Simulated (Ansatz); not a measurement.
Relaxing a structure of ZrGe

The relaxed structure here is a generated cell of ZrGe: the first start was made by placing the elements on the sites of a structure type, and the end was not matched to a known phase here, so it may be hypothetical.

The start is a generated cell, ZrGe placed in the AFLOW prototype AB_tP4_129_c_c (B11, as in TiCu). The structure is fully relaxed (lattice and positions, P = 0) with r2SCAN (plane waves to 500 eV, PAW, scalar-relativistic; Ansatz, a first-principles code). The first steps use a coarse 7×7×4 k-mesh.

The start:
```yaml
crystal:
  lattice:
    - [3.58799, 0.00000, 0.00000]
    - [0.00000, 3.58799, 0.00000]
    - [0.00000, 0.00000, 6.83531]
  atoms:
    - { symbol: Zr, position: [0.50000, 0.00000, 0.65000] }
    - { symbol: Zr, position: [0.00000, 0.50000, 0.35000] }
    - { symbol: Ge, position: [0.50000, 0.00000, 0.10000] }
    - { symbol: Ge, position: [0.00000, 0.50000, 0.90000] }
```

Task: What pressure does the first self-consistent step give?

Result: -10 GPa (negative: the cell is under tension).

Task: Which atoms feel the largest initial force, and how large is it?

Result: About 0.2 eV/Å, on Zr1, Zr2 (atoms numbered as listed).

Task: By how much does the energy per atom fall from start to end?

Result: 0.77 eV/atom.

Task: How does the volume per atom move from start to end?

Result: -7.0 %, from 22.00 to 20.47 Å³/atom.

Task: How do the shortest distances between atoms change?

Result: The closest pairs of elements (up to four, under 3.6 Å), start → end: Ge–Zr 3.06 → 2.74 Å; Ge–Ge 2.88 → 3.87 Å; Zr–Zr 3.26 → 3.87 Å.

Task: Write out the relaxed structure.

Result: 
```cif
data_Ge4Zr4
_chemical_formula_sum 'Zr4 Ge4'
_space_group_name_H-M_alt 'Fm-3m'
_space_group_IT_number 225
_space_group_name_Hall '-F 4 2 3'
_cell_length_a 5.47091
_cell_length_b 5.47091
_cell_length_c 5.47091
_cell_angle_alpha 90.000
_cell_angle_beta 90.000
_cell_angle_gamma 90.000
loop_
_atom_site_label
_atom_site_type_symbol
_atom_site_symmetry_multiplicity
_atom_site_Wyckoff_symbol
_atom_site_fract_x
_atom_site_fract_y
_atom_site_fract_z
_atom_site_occupancy
Zr1 Zr 4 a 0.00000 0.00000 0.00000 1
Ge1 Ge 4 b 0.50000 0.50000 0.50000 1
```
(The calculation used a cell of 2 atoms; values per cell refer to that cell.)

Final values are on a 15×15×15 k-mesh of the relaxed cell. No spin polarisation in the result.

The run could not lose the symmetry of its start: the end is stationary, and may be a saddle point rather than a minimum.
